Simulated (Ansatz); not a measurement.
Nb:
```
Nb
1.0
   -1.63502     1.63502     1.63502
    1.63502    -1.63502     1.63502
    1.63502     1.63502    -1.63502
Nb
1
Direct
  0.00000   0.00000   0.00000
```

Relaxed with PBEsol. Special points in fractions of this cell's reciprocal vectors: Γ (0.000, 0.000, 0.000); H (0.500, -0.500, 0.500); N (0.000, 0.000, 0.500); P (0.250, 0.250, 0.250).

Question: List the band energies nearest the Fermi level at these points for PBEsol in the plane-wave PAW code Ansatz.

Answer: In eV from the Fermi level; about four levels below and three above (degenerate sets whole), none deeper than 8.9 eV; … stands for higher levels left out; points with the same levels are listed once.

```json
[
 {"k": "Γ", "below": "-5.98", "above": "0.36 0.36 0.36"},
 {"k": "H", "below": "-3.91 -3.91", "above": "…"},
 {"k": "N", "below": "-3.85 -1.75", "above": "2.44 3.42 …"},
 {"k": "P", "below": "-1.10 -1.10 -1.10", "above": "…"}
]
```

Space group Im-3m (bcc (W type)). The PBEsol relaxation kept the symmetry of its start. No spin polarisation was allowed. Scalar-relativistic: spin–orbit coupling is off unless named, which matters more the heavier the elements.

Potentials: the earlier of the program's two PAW sets. The files were generated under PBE; for other functionals the program regenerates the frozen cores, and for LDA and PBEsol the local potential too.
